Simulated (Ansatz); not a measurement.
For a tunnel junction or a leaky gate film, the slowest evanescent state at the electrodes' Fermi level sets the resistance.

The reference row is sapphire. The Fermi level is put at mid-gap. Of the planes computed for each crystal, the one with the slowest decay is listed. Wanted: the thickness for 4 decades of attenuation, and how many decades a 1.5 nm film gains over the reference.

Computed with Ansatz, a plane-wave PAW program, with an older set of its potentials. plane, in the cell as filed, gap, decay constant k, slowest state: r²SCAN, complex band structure, on cells taken as filed or relaxed beforehand.

Whether these are the forms stable at ambient conditions was not checked: Mg2P2O7 (C2/m, mS22); In2Si2O7 (C2/m, mS22); Sc2Si2O7 (C2/m, mS22); In2Ge2O7 (C2/m, mS22). Cells under pressure at the level used (negative: too large): sapphire −7 GPa. Spin–orbit coupling is left out unless named; no shift is given for In2Si2O7 (C2/m, mS22), In2Ge2O7 (C2/m, mS22).

Model: decades per nm = 2k × 10 Å/ln 10 = 8.686 k; thickness = 4/(decades per nm); extra decades of a 1.5 nm film = 1.5 × (row − reference).

```csv
crystal,"plane, in the cell as filed",gap on the mesh (eV),k at mid-gap (1/Å),planes computed,slowest state,decades per nm,thickness (nm),decades beyond the reference
"Mg2P2O7 (C2/m, mS22)",(100),6.39,0.441,4,at Γ,2.107,1.90,−2.0
"sapphire (α-Al2O3), reference",(100),6.76,0.394,1,at Γ,3.422,1.17,0.0
"In2Si2O7 (C2/m, mS22)",(100),3.61,0.308,4,at Γ,2.675,1.50,−1.1
"Sc2Si2O7 (C2/m, mS22)",(001),4.92,0.467,3,at Γ,4.056,0.99,1.0
"In2Ge2O7 (C2/m, mS22)",(100),2.71,0.228,4,at Γ,1.980,2.02,−2.2
```

### Question
In one row the value of «decades per nm» was worked out wrongly and carried along the row. Which row, and what follows once it is corrected?

### Answer
The row of Mg2P2O7 (C2/m, mS22) shows 2.107. From its own inputs, decades per nm: 8.686 × 0.441 = 3.831. Carried on: thickness: 4/3.831 = 1.04 nm; decades beyond the reference: 1.5 × (3.831 − 3.422) = 0.6. The other rows agree with the rules.

With the correction: By decades per nm (highest first): Sc2Si2O7 (C2/m, mS22) (4.056 ± 0.24) ≈ Mg2P2O7 (C2/m, mS22) (3.831 ± 0.23), sapphire (3.422 ± 0.21), In2Si2O7 (C2/m, mS22) (2.675 ± 0.16), In2Ge2O7 (C2/m, mS22) (1.980 ± 0.12). The ± follows from allowances picked for this note (decay constant k 6 %), carried to first order and added in quadrature; ≈ joins neighbours closer than their two ± added in quadrature. On this figure 2 of 4 candidates do clearly better than the reference.

The gaps are the functional's own, as a rule smaller than measured ones, and k shrinks with them; planes not computed could decay more slowly; interface matching and symmetry filtering by the electrodes are not included. Where several phases of a formula are at hand, those over 0.1 eV/atom above the lowest were not drawn (by r²SCAN where it compared them, else by the largest value; a layered or molecular lowest phase counts only with a dispersion term); other phases could lie lower still. Crystals of Pb, Bi, Tl or Hg, those whose gap spin–orbit coupling moves by over 0.3 eV, and those of Te, I or Sb with no such test at hand were not drawn. Rows were sampled with a lean to familiar crystals, related or not, whatever their agreement with measurement; tables with many equal figures were not kept. Limits of the draw: gap over 1 eV, no layered crystals, primitive or conventional cells alone; no unfamiliar magnets, and cubic perovskites only if shown or known to be stable. As a rule kept out of such tables: 4f compounds, open-shell compounds run without a Hubbard term, cells found unstable in the tests at hand, cells close to a higher symmetry, and runs set to a pressure or over 12 % in volume from the crystal's fullest run.
